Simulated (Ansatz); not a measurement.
Ansatz (an electronic-structure program) input:

Ansatz 0.2 input:
```yaml
crystal:
  lattice:
    - [3.3337986634, 0.0, 0.0]
    - [-1.6668993317, 2.8871543336, 0.0]
    - [0.0, 0.0, 14.3939929357]
  atoms:
    - { symbol: Hf, position: [0.3333333333, 0.6666666667, 0.0850006009] }
    - { symbol: Hf, position: [0.6666666667, 0.3333333333, 0.9149993991] }
    - { symbol: Hf, position: [0.6666666667, 0.3333333333, 0.5850006009] }
    - { symbol: Hf, position: [0.3333333333, 0.6666666667, 0.4149993991] }
    - { symbol: Sn, position: [0.3333333333, 0.6666666667, 0.75] }
    - { symbol: Sn, position: [0.6666666667, 0.3333333333, 0.25] }
    - { symbol: C, position: [0.0, 0.0, 0.0] }
    - { symbol: C, position: [0.0, 0.0, 0.5] }
kpoints:
  mp_grid: { grid: [25, 25, 5] }
hamiltonian:
  xc: r2scan
  pseudopotentials: { kind: paw }
scf:
  occupations: { method: fermi_dirac, width: 0.1 }
elastic: { mode: relaxed_ion, stencil: two_point, amplitude: 0.005, f_tol: 0.0005 }
```

Output (shortened):

```
Pseudopotential: Hf, paw, valence charge 26
Pseudopotential: Sn, paw, valence charge 14
Pseudopotential: C, paw, valence charge 4
Functional definition: r2SCAN
Crystal: 8 atoms, lattice volume = 138.545 Å³
Basis set: ecut = 500 eV, 3461 PW (Γ), exchange–correlation on 100×100×432 points (64 copies of the dense FFT grid, shifted against one another)
Bands: 84, of which v1, the nominal top of the filled ones, is band 70 counted from 1 (69 counted from 0)
Symmetry: 24 space group operations
Space group: P63/mmc (ITA 194), of the structure as read, at distance tolerance 5.2e-5 Å
k-points: 195 of 3125
SCF 1 converged in 14 iterations: F = -75519.581210 eV  dr2 = 4.83e-14
relax step   1: F+E_penalty+E_count = -75519.58121022 eV  Δ(F+E_penalty+E_count) = +0.000e0 eV  max|allowed force component| = 3.237e-2 eV/Å  Δτ_max = 0.0000 Å  (14 SCF iters, accepted)
Crystal: 8 atoms, lattice volume = 138.545 Å³
SCF 2 converged in 16 iterations: F = -75519.581120 eV  dr2 = 9.45e-14
relax step   2: F+E_penalty+E_count = -75519.58112029 eV  Δ(F+E_penalty+E_count) = +8.993e-5 eV  max|allowed force component| = 4.494e-2 eV/Å  Δτ_max = 0.0036 Å  (16 SCF iters, rejected (line search))
Crystal: 8 atoms, lattice volume = 138.545 Å³
SCF 3 converged in 13 iterations: F = -75519.581308 eV  dr2 = 3.98e-14
relax step   3: F+E_penalty+E_count = -75519.58130807 eV  Δ(F+E_penalty+E_count) = -9.785e-5 eV  max|allowed force component| = 6.614e-5 eV/Å  Δτ_max = 0.0015 Å  (13 SCF iters, accepted)
Crystal: 8 atoms, lattice volume = 138.545 Å³
SCF 4 converged in 10 iterations: F = -75519.581308 eV  dr2 = 3.78e-16
Crystal: 8 atoms, lattice volume = 138.545 Å³
SCF 5 converged in 2 iterations: F = -75519.581308 eV  dr2 = 1.81e-16
Crystal: 8 atoms, lattice volume = 137.852 Å³
Basis set: ecut = 500 eV, 3433 PW (Γ), exchange–correlation on 100×100×432 points (64 copies of the dense FFT grid, shifted against one another)
Symmetry: 8 space group operations
k-points: 507 of 3125
SCF 6 converged in 15 iterations: F = -75519.578459 eV  dr2 = 1.91e-14
relax step   1: F+E_penalty+E_count = -75519.57845916 eV  Δ(F+E_penalty+E_count) = +0.000e0 eV  max|allowed force component| = 4.022e-2 eV/Å  Δτ_max = 0.0000 Å  (15 SCF iters, accepted)
Crystal: 8 atoms, lattice volume = 137.852 Å³
SCF 7 converged in 13 iterations: F = -75519.578662 eV  dr2 = 2.84e-14
relax step   2: F+E_penalty+E_count = -75519.57866157 eV  Δ(F+E_penalty+E_count) = -2.024e-4 eV  max|allowed force component| = 3.027e-3 eV/Å  Δτ_max = 0.0056 Å  (13 SCF iters, accepted)
Crystal: 8 atoms, lattice volume = 137.852 Å³
SCF 8 converged in 10 iterations: F = -75519.578664 eV  dr2 = 5.57e-14
relax step   3: F+E_penalty+E_count = -75519.57866380 eV  Δ(F+E_penalty+E_count) = -2.223e-6 eV  max|allowed force component| = 1.409e-3 eV/Å  Δτ_max = 0.0007 Å  (10 SCF iters, accepted)
Crystal: 8 atoms, lattice volume = 137.852 Å³
SCF 9 converged in 10 iterations: F = -75519.578664 eV  dr2 = 6.78e-15
relax step   4: F+E_penalty+E_count = -75519.57866411 eV  Δ(F+E_penalty+E_count) = -3.133e-7 eV  max|allowed force component| = 3.666e-4 eV/Å  Δτ_max = 0.0002 Å  (10 SCF iters, accepted)
Crystal: 8 atoms, lattice volume = 137.852 Å³
SCF 10 converged in 2 iterations: F = -75519.578664 eV  dr2 = 3.49e-15
Crystal: 8 atoms, lattice volume = 139.238 Å³
Basis set: ecut = 500 eV, 3477 PW (Γ), exchange–correlation on 100×100×432 points (64 copies of the dense FFT grid, shifted against one another)
SCF 11 converged in 15 iterations: F = -75519.578079 eV  dr2 = 4.50e-14
relax step   1: F+E_penalty+E_count = -75519.57807860 eV  Δ(F+E_penalty+E_count) = +0.000e0 eV  max|allowed force component| = 3.917e-2 eV/Å  Δτ_max = 0.0000 Å  (15 SCF iters, accepted)
Crystal: 8 atoms, lattice volume = 139.238 Å³
SCF 12 converged in 13 iterations: F = -75519.578275 eV  dr2 = 2.34e-14
relax step   2: F+E_penalty+E_count = -75519.57827453 eV  Δ(F+E_penalty+E_count) = -1.959e-4 eV  max|allowed force component| = 1.132e-3 eV/Å  Δτ_max = 0.0047 Å  (13 SCF iters, accepted)
Crystal: 8 atoms, lattice volume = 139.238 Å³
SCF 13 converged in 10 iterations: F = -75519.578275 eV  dr2 = 1.57e-14
relax step   3: F+E_penalty+E_count = -75519.57827469 eV  Δ(F+E_penalty+E_count) = -1.619e-7 eV  max|allowed force component| = 1.962e-6 eV/Å  Δτ_max = 0.0001 Å  (10 SCF iters, accepted)
Crystal: 8 atoms, lattice volume = 139.238 Å³
SCF 14 converged in 2 iterations: F = -75519.578275 eV  dr2 = 9.78e-15
Crystal: 8 atoms, lattice volume = 137.852 Å³
Basis set: ecut = 500 eV, 3449 PW (Γ), exchange–correlation on 100×100×432 points (64 copies of the dense FFT grid, shifted against one another)
SCF 15 converged in 15 iterations: F = -75519.576356 eV  dr2 = 2.42e-14
relax step   1: F+E_penalty+E_count = -75519.57635571 eV  Δ(F+E_penalty+E_count) = +0.000e0 eV  max|allowed force component| = 5.253e-2 eV/Å  Δτ_max = 0.0000 Å  (15 SCF iters, accepted)
Crystal: 8 atoms, lattice volume = 137.852 Å³
SCF 16 converged in 13 iterations: F = -75519.576605 eV  dr2 = 5.26e-14
relax step   2: F+E_penalty+E_count = -75519.57660513 eV  Δ(F+E_penalty+E_count) = -2.494e-4 eV  max|allowed force component| = 1.631e-3 eV/Å  Δτ_max = 0.0025 Å  (13 SCF iters, accepted)
Crystal: 8 atoms, lattice volume = 137.852 Å³
SCF 17 converged in 10 iterations: F = -75519.576605 eV  dr2 = 2.33e-14
relax step   3: F+E_penalty+E_count = -75519.57660537 eV  Δ(F+E_penalty+E_count) = -2.416e-7 eV  max|allowed force component| = 4.601e-6 eV/Å  Δτ_max = 0.0001 Å  (10 SCF iters, accepted)
Crystal: 8 atoms, lattice volume = 137.852 Å³
SCF 18 converged in 2 iterations: F = -75519.576605 eV  dr2 = 1.49e-14
Crystal: 8 atoms, lattice volume = 139.238 Å³
SCF 19 converged in 15 iterations: F = -75519.579885 eV  dr2 = 2.67e-14
relax step   1: F+E_penalty+E_count = -75519.57988510 eV  Δ(F+E_penalty+E_count) = +0.000e0 eV  max|allowed force component| = 4.981e-2 eV/Å  Δτ_max = 0.0000 Å  (15 SCF iters, accepted)
Crystal: 8 atoms, lattice volume = 139.238 Å³
SCF 20 converged in 13 iterations: F = -75519.580122 eV  dr2 = 4.58e-14
relax step   2: F+E_penalty+E_count = -75519.58012213 eV  Δ(F+E_penalty+E_count) = -2.370e-4 eV  max|allowed force component| = 2.566e-3 eV/Å  Δτ_max = 0.0023 Å  (13 SCF iters, accepted)
Crystal: 8 atoms, lattice volume = 139.238 Å³
SCF 21 converged in 10 iterations: F = -75519.580123 eV  dr2 = 3.77e-14
relax step   3: F+E_penalty+E_count = -75519.58012276 eV  Δ(F+E_penalty+E_count) = -6.295e-7 eV  max|allowed force component| = 4.327e-6 eV/Å  Δτ_max = 0.0001 Å  (10 SCF iters, accepted)
Crystal: 8 atoms, lattice volume = 139.238 Å³
SCF 22 converged in 2 iterations: F = -75519.580123 eV  dr2 = 2.25e-14
Crystal: 8 atoms, lattice volume = 138.544 Å³
Basis set: ecut = 500 eV, 3463 PW (Γ), exchange–correlation on 100×100×432 points (64 copies of the dense FFT grid, shifted against one another)
Symmetry: 4 space group operations
k-points: 819 of 3125
SCF 23 converged in 13 iterations: F = -75519.579882 eV  dr2 = 6.72e-14
relax step   1: F+E_penalty+E_count = -75519.57988192 eV  Δ(F+E_penalty+E_count) = +0.000e0 eV  max|allowed force component| = 4.087e-2 eV/Å  Δτ_max = 0.0000 Å  (13 SCF iters, accepted)
Crystal: 8 atoms, lattice volume = 138.544 Å³
SCF 24 converged in 12 iterations: F = -75519.580102 eV  dr2 = 1.97e-14
relax step   2: F+E_penalty+E_count = -75519.58010222 eV  Δ(F+E_penalty+E_count) = -2.203e-4 eV  max|allowed force component| = 2.127e-2 eV/Å  Δτ_max = 0.0018 Å  (12 SCF iters, accepted)
Crystal: 8 atoms, lattice volume = 138.544 Å³
SCF 25 converged in 12 iterations: F = -75519.580182 eV  dr2 = 2.63e-14
relax step   3: F+E_penalty+E_count = -75519.58018240 eV  Δ(F+E_penalty+E_count) = -8.018e-5 eV  max|allowed force component| = 1.634e-4 eV/Å  Δτ_max = 0.0019 Å  (12 SCF iters, accepted)
Crystal: 8 atoms, lattice volume = 138.544 Å³
SCF 26 converged in 2 iterations: F = -75519.580182 eV  dr2 = 1.43e-14
Crystal: 8 atoms, lattice volume = 138.544 Å³
SCF 27 converged in 13 iterations: F = -75519.579882 eV  dr2 = 3.69e-14
relax step   1: F+E_penalty+E_count = -75519.57988192 eV  Δ(F+E_penalty+E_count) = +0.000e0 eV  max|allowed force component| = 4.087e-2 eV/Å  Δτ_max = 0.0000 Å  (13 SCF iters, accepted)
Crystal: 8 atoms, lattice volume = 138.544 Å³
SCF 28 converged in 12 iterations: F = -75519.580182 eV  dr2 = 8.85e-14
relax step   2: F+E_penalty+E_count = -75519.58018197 eV  Δ(F+E_penalty+E_count) = -3.000e-4 eV  max|allowed force component| = 1.798e-3 eV/Å  Δτ_max = 0.0037 Å  (12 SCF iters, accepted)
Crystal: 8 atoms, lattice volume = 138.544 Å³
SCF 29 converged in 10 iterations: F = -75519.580182 eV  dr2 = 4.57e-14
relax step   3: F+E_penalty+E_count = -75519.58018239 eV  Δ(F+E_penalty+E_count) = -4.172e-7 eV  max|allowed force component| = 2.274e-4 eV/Å  Δτ_max = 0.0001 Å  (10 SCF iters, accepted)
Crystal: 8 atoms, lattice volume = 138.544 Å³
SCF 30 converged in 2 iterations: F = -75519.580182 eV  dr2 = 2.82e-14
SCF converged after 2 iterations
Stability not checked: this state was not tested for a lower state beside it, because too few of the mixer's solves of this state at the end of the SCF gave a …
Free energy (F): -75519.581308 eV
Harris-Foulkes:  -75519.581308 eV  (|F-HF|=2.91e-11)
Internal energy: -75519.492663 eV  (E = F + TS)
E sigma→0 (E₀):  -75519.536986 eV
Entropy (-TS):   -0.088645 eV (-11.081 meV/atom)
Fermi energy:    18.587797 eV
--- Per-component energies (eV) ---
  E_band       = 39.772805
  E_kinetic    = 2251.753704
  E_local      = -24420.811893  (includes V_loc(G=0)·N_el)
  E_nonlocal   = -5006.842100
  E_hartree    = 11856.864754
  E_xc         = -1980.790523
  E_vxc        = -1517.921570  (∫ρ·V_xc dr)
  E_paw        = -36330.333019  (= ΣΔE_a)
  E_vpaw       = 4941.930408  (= ΣTr[D̂ρ^β])
  E_aug_tail   = 0.000003  (compensation charges beyond the density's cutoff)
  E_vtau       = 77.934746  (kinetic-family band-sum trace: ∫τ·v_τ [+ j·A + Jᵃ·Aᵃ] dr)
  E_ewald      = -21892.040768
  E_core_change = 2.707180  (= ΣΔE_core)
  E_smearing   = -0.088645  (= −TS)
  E_closure    =  0.000000  (closes the sum)
  Σ components = -75519.581308   (vs F -75519.581308, Δ=0.00e0)
--- Forces (eV/Å), atoms counted from 1 ---
  atom   1  Hf     0.00000000     0.00000000    -0.00006621
  atom   2  Hf     0.00000000     0.00000000     0.00006621
  atom   3  Hf     0.00000000     0.00000000    -0.00006621
  atom   4  Hf     0.00000000     0.00000000     0.00006621
  atom   5  Sn     0.00000000     0.00000000     0.00000000
  atom   6  Sn     0.00000000     0.00000000     0.00000000
  atom   7  C      0.00000000     0.00000000     0.00000000
  atom   8  C      0.00000000     0.00000000     0.00000000
  max |Σ_I F_I| component: 1.85e-17 eV/Å
--- Stress (GPa, compression-positive) ---
       -0.052448       0.000000       0.000000
        0.000000      -0.052448       0.000000
        0.000000       0.000000       0.397837
  P = ⅓ Tr σ = 0.0976 GPa (0.976 kbar)
--- Band table (eV; the first three rows and the last of 195) ---
  k-point 0: bands = ["-45.2314", "-45.2313", "-45.1879", "-45.1878", "-13.6662", "-13.6595", "-13.1541", "-13.1465", "-13.0844", "-13.0844", "-13.0844", "-13.0844", "-13.0117", "-13.0117", "-13.0116", "-13.0116", "-3.7557", "-3.7557", "-3.7557", "-3.7557", …
  k-point 1: bands = ["-45.2314", "-45.2313", "-45.1879", "-45.1878", "-13.6655", "-13.6602", "-13.1533", "-13.1472", "-13.0844", "-13.0844", "-13.0844", "-13.0844", "-13.0117", "-13.0117", "-13.0116", "-13.0116", "-3.7557", "-3.7557", "-3.7557", "-3.7557", …
  k-point 2: bands = ["-45.2314", "-45.2313", "-45.1879", "-45.1879", "-13.6639", "-13.6618", "-13.1514", "-13.1491", "-13.0844", "-13.0844", "-13.0844", "-13.0844", "-13.0117", "-13.0117", "-13.0117", "-13.0117", "-3.7557", "-3.7557", "-3.7557", "-3.7557", …
  k-point 194: bands = ["-45.1844", "-45.1843", "-45.1822", "-45.1822", "-13.5100", "-13.5098", "-13.4908", "-13.4903", "-13.4712", "-13.4711", "-13.2604", "-13.2601", "-13.1699", "-13.1694", "-13.1611", "-13.1607", "-3.6879", "-3.6879", "-3.6652", "-3.6652", …
--- Elastic constants: 3 strain directions × 2 members + reference (group order 24) ---
  dense FFT box of the reference and of every strained cell: 25×25×108
  strains applied: 11, 33, 23; error gains …
  reference relaxed by the batch: 3 steps …
  largest displacement 1.5e-3 Å; the constants are those of the deck's cell at these positions:
  atoms:
    - { symbol: Hf, position: [0.3333333333333333, 0.6666666666666666, 0.08489584781569978] }
    - { symbol: Hf, position: [0.6666666666666666, 0.3333333333333333, 0.9151041521843002] }
    - { symbol: Hf, position: [0.6666666666666666, 0.3333333333333333, 0.5848958478156996] }
    - { symbol: Hf, position: [0.3333333333333333, 0.6666666666666666, 0.41510415218430013] }
    - { symbol: Sn, position: [0.3333333333333333, 0.6666666666666666, 0.75] }
    - { symbol: Sn, position: [0.6666666666666666, 0.3333333333333333, 0.24999999999999997] }
    - { symbol: C, position: [0.0, 0.0, 0.0] }
    - { symbol: C, position: [0.0, 0.0, 0.49999999999999994] }
  C = ∂σ_k/∂η_j (tension-positive GPa; Voigt order 11 22 33 23 13 12):
       262.686     71.737     97.375      0.000      0.000      0.000
        71.737    262.686     97.375      0.000      0.000      0.000
        97.799     97.799    272.399      0.000      0.000      0.000
         0.000      0.000      0.000    104.070      0.000      0.000
         0.000      0.000      0.000      0.000    104.070      0.000
         0.000      0.000      0.000      0.000      0.000     95.475
  reference stress σ⁰ (GPa):      0.052      0.052     -0.398      0.000      0.000      0.000
  moduli (Voigt/Reuss/Hill, GPa): K = 147.95/147.38/147.67   G = 96.11/95.26/95.69   E = 236.07   ν = 0.234
  mechanically stable: yes (min eigenvalue of sym C = 95.47 GPa)
  strain η (Voigt 11):  stress-route row diagonal C_11 = 262.69 GPa, energy-path curvature d²(F+E_count+ΔE)/dδ²/Ω₀ = 262.64 GPa
         δ    σ_11 (GPa)             F (eV)   n_scf  n_hpsi   n_pw
    -5.000e-3      -1.2834      -75519.5786641       2  362359   3558   relax 4 steps, max|allowed force component| 3.67e-4 eV/Å
     5.000e-3       1.3435      -75519.5782747       2  360002   3584   relax 3 steps, max|allowed force component| 1.96e-6 eV/Å
  strain η (Voigt 33):  stress-route row diagonal C_33 = 272.40 GPa, energy-path curvature d²(F+E_count+ΔE)/dδ²/Ω₀ = 272.38 GPa
         δ    σ_33 (GPa)             F (eV)   n_scf  n_hpsi   n_pw
    -5.000e-3      -1.7868      -75519.5766054       2  138149   3544   relax 3 steps, max|allowed force component| 4.60e-6 eV/Å
     5.000e-3       0.9372      -75519.5801228       2  137534   3582   relax 3 steps, max|allowed force component| 4.33e-6 eV/Å
  strain η (Voigt 23):  stress-route row diagonal C_44 = 104.07 GPa, energy-path curvature d²(F+E_count+ΔE)/dδ²/Ω₀ = 104.17 GPa
         δ    σ_23 (GPa)             F (eV)   n_scf  n_hpsi   n_pw
    -5.000e-3      -0.5203      -75519.5801824       2  583104   3566   relax 3 steps, max|allowed force component| 1.63e-4 eV/Å
     5.000e-3       0.5204      -75519.5801824       2  581047   3566   relax 3 steps, max|allowed force component| 2.27e-4 eV/Å
```

Cost: roughly 4 core-hours on shared cores.

Space group P6_3/mmc. The first step of the workflow began from a Materials Project structure, measured or hypothetical; the Crystallography Open Database copy checked does not list it. Whether it is the stable phase at ambient conditions was not checked. The r²SCAN relaxation kept the symmetry of its start; whether a distortion lowers the energy is not shown. The run is not spin-polarised. As this level gives no gap, shear constants depend on the k-mesh and smearing (Fermi–Dirac, 0.1 eV here). On the denser mesh and wider smearing of the elastic run this cell carries a stress of 0.4 GPa. Scalar-relativistic: spin–orbit coupling is off unless named, which matters more the heavier the elements.

Potentials: the later of the program's two PAW sets.

Ansatz is a plane-wave DFT program.
